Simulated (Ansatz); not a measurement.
# Si2Ni, first-principles data

Si$_{2}$Ni:
```yaml
crystal:
  lattice:
    - [2.84715, 0.00000, 0.00000]
    - [-1.42357, 2.46570, 0.00000]
    - [0.00000, 0.00000, 5.29187]
  atoms:
    - { symbol: Ni, position: [0.00000, 0.00000, 0.00000] }
    - { symbol: Si, position: [0.33333, 0.66667, 0.31554] }
    - { symbol: Si, position: [0.66667, 0.33333, 0.68446] }
```

Space group P-3m1 (No. 164); conventional cell a = 2.8471 Å, b = 2.8471 Å, c = 5.2919 Å, α = 90.00°, β = 90.00°, γ = 120.00°.

Method: DFT-PBEsol in the program Ansatz with PAW potentials. Structure relaxed to zero pressure with the same functional. Other levels are named where they apply.

Cell and energy:

* **Volume per atom**: 12.38 Å³
* **Density**: 5.13 g/cm³
* **Formation energy from the elements (no fitted shifts)**: -226 meV/atom

Electronic structure:

- Electronic character = metallic (no gap)
- Density of states at the Fermi level = 0.28 states/eV per atom (mean over ±0.08 eV)

Magnetism:

* **Magnetic order**: non-magnetic (starting moments vanished)

Mechanics:

- Bulk modulus (Birch–Murnaghan fit) = 137 GPa
- Pressure derivative B′ = 4.5

Phonons:

- Highest zone-centre frequency = 423 cm⁻¹
- Zone-centre stability = no imaginary mode at Γ

The start of the workflow was typed in or built on a structure type; neither database checked (COD, Materials Project) lists it. It is not the phase usual at ambient conditions (space group No. 225). Symmetry was held in the PBEsol relaxation. The workflow began spin-polarised and lost its moments. The volume moved by -27 % from the start of the relaxation. As this level gives no gap, phonon frequencies hold no LO–TO term and depend on the k-mesh and smearing (Fermi–Dirac, 0.1 eV here). The references are the lowest solids computed at this level, not always the standard phases.

Potentials: the earlier of the program's two PAW sets. The files were generated under PBE; for other functionals the program regenerates the frozen cores, and for LDA and PBEsol the local potential too.
